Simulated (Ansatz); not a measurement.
# Compressing SiO$_{2}$: a fit and a missing row

SiO$_{2}$, Im-3m, a = 9.885 Å. This isn't the usual stable structure of the compound. Ansatz: r2SCAN, PAW, 500 eV, Γ-centred 4×4×4 mesh on 24 atoms, Gaussian smearing 0.02 eV; no spin polarisation. Shape and atoms are relaxed at each volume; pressure is positive in compression.

| V (Å³/atom) | P (GPa) |
| --- | --- |
| 17.706 | ? |
| 18.309 | 11.25 |
| 18.913 | 7.04 |
| 19.517 | 3.29 |
| 20.120 | 0.00 |
| 20.724 | -2.94 |
| 21.327 | -5.49 |
| 22.132 | -8.41 |

Question: Take V0 = 20.120 Å³/atom, fit the third-order Birch–Murnaghan form to the other rows, and predict the missing pressure.

Answer: With the Eulerian strain f = ½[(V0/V)^(2/3) − 1] and y = P/[3f(1 + 2f)^(5/2)], the form is the line y = B0 + 1.5 B0 (B0′ − 4) f. Rows (f, y): 0.03245, 98.8; 0.02105, 100.6; 0.01025, 101.7; -0.00976, 105.5; -0.01905, 105.9; -0.03078, 106.8. Means f = 0.0006933, y = 103.22; Σ(Δf)² = 0.003004, ΣΔfΔy = -0.3976; the slope is their ratio. y = 103.3 − 132.4 f GPa, so B0 = 103.3 GPa and B0′ = 4 + 2 × (-132.4)/(3 × 103.3) = 3.15. At V = 17.706, f = 0.04447, y = 97.41 and P = 16.08 GPa. The run gave 15.99 GPa, so the fit is 0.09 GPa too high, a small miss on the scale of the series.

Cost: 8 runs of about 54 core-minutes in all, on Intel Xeon Processor @ 2.50GHz (Skylake/Cascade Lake) (shared hosts).